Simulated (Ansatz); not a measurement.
Input:

TaN:
```cif
data_NTa
_chemical_formula_sum 'N1 Ta1'
_space_group_name_H-M_alt 'P 1'
_space_group_IT_number 1
_cell_length_a 3.07477
_cell_length_b 3.07477
_cell_length_c 3.07477
_cell_angle_alpha 60.000
_cell_angle_beta 60.000
_cell_angle_gamma 60.000
loop_
_space_group_symop_operation_xyz
  'x, y, z'
loop_
_atom_site_label
_atom_site_type_symbol
_atom_site_fract_x
_atom_site_fract_y
_atom_site_fract_z
_atom_site_occupancy
N1 N 0.00000 0.00000 0.00000 1
Ta1 Ta 0.50000 0.50000 0.50000 1
```

This is the LDA-relaxed structure.

### Question
All from DFT-LDA in the program Ansatz with PAW potentials, unless another level is named. Predict the electronic character.

### Answer
metallic (no gap).

### Question
Give the density of states at the Fermi level.

### Answer
0.35 states/eV per atom (mean over ±0.08 eV).

### Question
Predict the formation energy from the elements (no fitted shifts).

### Answer
-118 kJ/mol of atoms.

Space group Fm-3m (rock salt). Symmetry was held in the LDA relaxation; of distortions, only those at the zone centre were tested. The run is not spin-polarised. The references are the lowest solids computed at this level, not always the standard phases (solids in place of the gases). Spin–orbit coupling is left out wherever it is not named.

Potentials: the later of the program's two PAW sets.
